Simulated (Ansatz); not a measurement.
**Spin–orbit splittings in Ir**

```xyz
1
Lattice="0.0000 1.9270 1.9270 1.9270 0.0000 1.9270 1.9270 1.9270 0.0000" Properties=species:S:1:pos:R:3 pbc="T T T"
Ir    0.0000    0.0000    0.0000
```

The conventional cell has a = 3.854 Å, b = 3.854 Å, c = 3.854 Å, α = 90.00°, β = 90.00°, γ = 90.00°. Ir (atom 1) has 12 Ir at 2.73 Å as nearest neighbours.

Structure from Materials Project entry mp-101 (possibly hypothetical), not relaxed further.

Spin polarisation is left out, and whether a magnetic state lies lower isn't shown here.

Methods: DFT, PBE, all-electron LAPW, scalar-relativistic (Ansatz 0.2.0); DFT, PBE, all-electron LAPW, Dirac equation with spin-orbit coupling (Ansatz 0.2.0).

Sampling and basis: a Γ-centred 18×18×18 k mesh, Fermi–Dirac smearing of 0.03 eV, basis error target 0.5 meV/atom, no spin polarisation.

Levels between -8 and 5 eV, each run counted from its own valence-band top where it has a gap, else its Fermi level. Scalar levels are listed once for both spins; with the coupling every spinor state is counted. Levels near the edges of the range can cross them.

At Γ (0.000, 0.000, 0.000) the scalar-relativistic levels are -3.86 (×3), -1.21 (×2). What are they with spin–orbit coupling?

-4.27 (×4), -3.44 (×2), -1.12 (×4).

At W (0.500, 0.250, 0.750) the scalar-relativistic levels are -6.20, -4.84 (×2), -1.81, 1.43. What are they with spin–orbit coupling?

-6.31 (×2), -5.01 (×2), -4.94 (×2), -1.79 (×2), 1.42 (×2).
